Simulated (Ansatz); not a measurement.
GdMn (CsCl-type structure)

The computed numbers are results of PBEsol, scalar-relativistic (collinear spin) in the plane-wave PAW code Ansatz at 420 eV, Γ-centred 10×10×10 mesh, 0.05 eV Gaussian smearing; PAW files: Ansatz's generated set soft_2.

```
CELL_PARAMETERS angstrom
3.44753 0.00000 0.00000
0.00000 3.44753 0.00000
0.00000 0.00000 3.44753
ATOMIC_POSITIONS crystal
Gd 0.00000 0.00000 0.00000
Mn 0.50000 0.50000 0.50000
```

The structure was built from a prototype; whether the compound forms in it isn't claimed.

Magnetic state: ferrimagnetic, site spin moments Gd 7.17; Mn -3.28 μB.

The cell above was scaled in volume, its shape and atoms being fixed by the lattice's symmetry. Energies are counted from the cell above.

```tsv
V (Å³/atom)	ΔE (meV/atom)	P (GPa)	largest moment (μB)
19.67	2.5	1.2	7.18
20.08	?	?	?
20.49	0.0	0.0	7.17
20.90	1.3	-1.0	7.18
21.31	5.2	-2.0	7.19
```

(1) Fill in the withheld row.

(2) Can a bulk modulus be trusted from these points?

Answers:

(1) ΔE (meV/atom): 1.0, P (GPa): 0.5, largest moment (μB): 7.18.

(2) No. The energies are smooth (scatter 0.06 meV/atom), but the fit's B0′ of -26.9 is out of the usual range: the curve is too flat or too lopsided over this range, as for soft or weakly bound crystals, and a third-order form can't fix it.

Without a U the 4f levels of Gd lie too near the Fermi level, so their share of the states there, and what hangs on it, is overstated. Spin–orbit coupling, which matters for such heavy elements, is left out. The run wasn't fully tested for a lower electronic state. Site moments are of spin, integrated over atomic spheres. The antiparallel order was set by the start and isn't a prediction. The run is a metal.
